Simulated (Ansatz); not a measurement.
Mg2Si:
```cif
data_Mg4Si2
_chemical_formula_sum 'Mg4 Si2'
_space_group_name_H-M_alt 'P 1'
_space_group_IT_number 1
_cell_length_a 4.09768
_cell_length_b 4.09768
_cell_length_c 6.83203
_cell_angle_alpha 90.000
_cell_angle_beta 90.000
_cell_angle_gamma 90.000
loop_
_space_group_symop_operation_xyz
  'x, y, z'
loop_
_atom_site_label
_atom_site_type_symbol
_atom_site_fract_x
_atom_site_fract_y
_atom_site_fract_z
_atom_site_occupancy
Mg1 Mg 0.50000 0.50000 0.00000 1
Mg2 Mg 0.00000 0.00000 0.00000 1
Mg3 Mg 0.50000 0.00000 0.35758 1
Mg4 Mg 0.00000 0.50000 0.64242 1
Si1 Si 0.50000 0.00000 0.74466 1
Si2 Si 0.00000 0.50000 0.25534 1
```

Relaxed with LDA.

Which orbitals make up the states near the Fermi level in LDA (plane waves, PAW; program Ansatz)?

Within 0.5 eV of the Fermi level: Si 3p 62 %, Mg 3s 17 %, outside the projected shells 19 %. Projections are on Löwdin-orthogonalised atomic valence shells; empty p or d shells of many metals are not among them.

Tabulate the density of states.

States/eV per cell of 6 atoms, in 0.25 eV bins, energy from the Fermi level.

| E (eV) | total | Si 3p | Mg 3s | Si 3s |
|---|---|---|---|---|
| -7.85 | 2.42 | 0.09 | 0.60 | 1.71 |
| -7.60 | 3.24 | 0.10 | 0.55 | 2.55 |
| -7.35 | 2.31 | 0.07 | 0.25 | 1.96 |
| -7.10 | 1.55 | 0.04 | 0.10 | 1.38 |
| -6.85 | 0.06 | 0.00 | 0.00 | 0.06 |
| -6.60 | 0.00 | 0.00 | 0.00 | 0.00 |
| -6.35 | 0.00 | 0.00 | 0.00 | 0.00 |
| -6.10 | 0.00 | 0.00 | 0.00 | 0.00 |
| -5.85 | 0.00 | 0.00 | 0.00 | 0.00 |
| -5.60 | 0.00 | 0.00 | 0.00 | 0.00 |
| -5.35 | 0.04 | 0.02 | 0.02 | 0.00 |
| -5.10 | 0.67 | 0.38 | 0.26 | 0.02 |
| -4.85 | 1.40 | 0.81 | 0.50 | 0.07 |
| -4.60 | 2.30 | 1.33 | 0.76 | 0.17 |
| -4.35 | 2.54 | 1.46 | 0.76 | 0.25 |
| -4.10 | 3.34 | 1.99 | 0.90 | 0.36 |
| -3.85 | 2.06 | 1.19 | 0.48 | 0.32 |
| -3.60 | 1.43 | 0.83 | 0.32 | 0.22 |
| -3.35 | 1.71 | 1.09 | 0.38 | 0.16 |
| -3.10 | 2.17 | 1.46 | 0.43 | 0.16 |
| -2.85 | 2.19 | 1.52 | 0.40 | 0.15 |
| -2.60 | 2.55 | 1.83 | 0.41 | 0.14 |
| -2.35 | 2.56 | 1.87 | 0.37 | 0.13 |
| -2.10 | 3.05 | 2.32 | 0.37 | 0.11 |
| -1.85 | 2.98 | 2.31 | 0.31 | 0.10 |
| -1.60 | 2.99 | 2.38 | 0.24 | 0.08 |
| -1.35 | 3.25 | 2.67 | 0.19 | 0.07 |
| -1.10 | 2.66 | 2.21 | 0.13 | 0.06 |
| -0.85 | 2.34 | 1.88 | 0.17 | 0.05 |
| -0.60 | 2.10 | 1.64 | 0.19 | 0.05 |
| -0.35 | 1.95 | 1.45 | 0.23 | 0.04 |
| -0.10 | 1.89 | 1.30 | 0.28 | 0.04 |
| 0.15 | 1.59 | 0.92 | 0.31 | 0.04 |
| 0.40 | 1.23 | 0.37 | 0.36 | 0.04 |
| 0.65 | 1.30 | 0.27 | 0.43 | 0.04 |
| 0.90 | 1.59 | 0.26 | 0.52 | 0.06 |
| 1.15 | 2.01 | 0.32 | 0.62 | 0.09 |
| 1.40 | 2.11 | 0.36 | 0.58 | 0.08 |
| 1.65 | 2.26 | 0.40 | 0.66 | 0.08 |
| 1.90 | 2.91 | 0.48 | 0.97 | 0.12 |
| 2.15 | 3.16 | 0.52 | 1.13 | 0.17 |
| 2.40 | 2.90 | 0.50 | 1.00 | 0.13 |
| 2.65 | 2.80 | 0.44 | 0.86 | 0.11 |
| 2.90 | 2.89 | 0.39 | 0.81 | 0.11 |
| 3.15 | 3.29 | 0.39 | 0.79 | 0.11 |
| 3.40 | 3.31 | 0.33 | 0.59 | 0.08 |
| 3.65 | 3.57 | 0.36 | 0.58 | 0.08 |
| 3.90 | 3.59 | 0.39 | 0.58 | 0.06 |
| 4.15 | 3.17 | 0.34 | 0.44 | 0.06 |
| 4.40 | 2.86 | 0.31 | 0.43 | 0.05 |
| 4.65 | 3.28 | 0.36 | 0.51 | 0.06 |

Space group P4/nmm. The first step of the workflow began from a Materials Project structure, measured or hypothetical; the Crystallography Open Database copy checked does not list it. It is not the phase usual at ambient conditions (space group No. 225). The LDA relaxation kept the symmetry of its start; of distortions, only those at the zone centre were tested.

Potentials: the later of the program's two PAW sets.
